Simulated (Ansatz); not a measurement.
## Relaxing an invented GeW4 structure

All numbers below come from DFT PBE, scalar-relativistic, plane waves, PAW (Ansatz). Cutoff 420 eV, Gaussian smearing, Γ-centred meshes. Cell and atoms relax first on a coarse mesh and then on a finer one. In between, the cell is made exact in the group found at 0.06 Å. In metals the finer mesh still leaves noise of several meV/atom or more. The steps can't lower the symmetry of their start. No spin polarisation.

The guess for GeW4 was made by a generator: random cell by space group and Wyckoff sites (P6/mmm, No. 191). The dimensions are guesses.

Space group P6/mmm (No. 191). a = 6.488 Å, b = 6.488 Å, c = 5.537 Å, α = 90.00°, β = 90.00°, γ = 120.00°
| atom | site | symmetry | x | y | z |
| --- | --- | --- | --- | --- | --- |
| Ge | 1a | 6/mmm | 0.0000 | 0.0000 | 0.0000 |
| W | 3g | mmm | 0.5000 | 0.0000 | 0.5000 |
| W | 1b | 6/mmm | 0.0000 | 0.0000 | 0.5000 |

Energies over the elements count from the elements' standard structures at the same level, with no fitted energy shifts.

**Question.** Which structure results?

**Answer.** The symmetry stays P6/mmm (No. 191). The volume per atom shrinks by 39.4 %, from 40.4 to 24.5 Å³. The shortest distance goes from 2.77 Å (Ge–W) to 2.48 Å (Ge–W). The energy falls by about 2.0 eV/atom (the start's value is from the coarse mesh). Conventional cell: a = 5.334 Å, c = 4.965 Å. Around Ge lie 2 W at 2.48 Å; W on a site of symmetry mmm is surrounded by 6 W at 2.67 Å; W on a site of symmetry 6/mmm has 2 Ge at 2.48 Å and 6 W at 2.67 Å.

```cif
data_structure
_symmetry_space_group_name_H-M 'P6/mmm'
_symmetry_Int_Tables_number 191
_cell_length_a 5.3341
_cell_length_b 5.3341
_cell_length_c 4.9654
_cell_angle_alpha 90.000
_cell_angle_beta 90.000
_cell_angle_gamma 120.000
_cell_volume 122.35
loop_
_atom_site_label
_atom_site_type_symbol
_atom_site_symmetry_multiplicity
_atom_site_Wyckoff_symbol
_atom_site_fract_x
_atom_site_fract_y
_atom_site_fract_z
_atom_site_occupancy
Ge1 Ge 1 a 0.00000 0.00000 0.00000 1
W1 W 3 g 0.50000 0.00000 0.50000 1
W2 W 1 b 0.00000 0.00000 0.50000 1
```

**Question.** How does it come out in energy, and is it a metal?

**Answer.** The formation energy is +1.79 eV/atom and the gap on the 12×12×8 mesh of the 5-atom cell is 0 eV (a metal).

It can't be a ground state, since the elements alone are lower.

The last run used Gaussian smearing of 0.10 eV. Spin–orbit coupling, which can matter for W, is left out. A structure relaxed within its symmetry needn't be a true minimum. Another cell of GeW4 relaxed alike, in Im-3m, lies 257 meV/atom lower, so this cell isn't the stable form at this level.
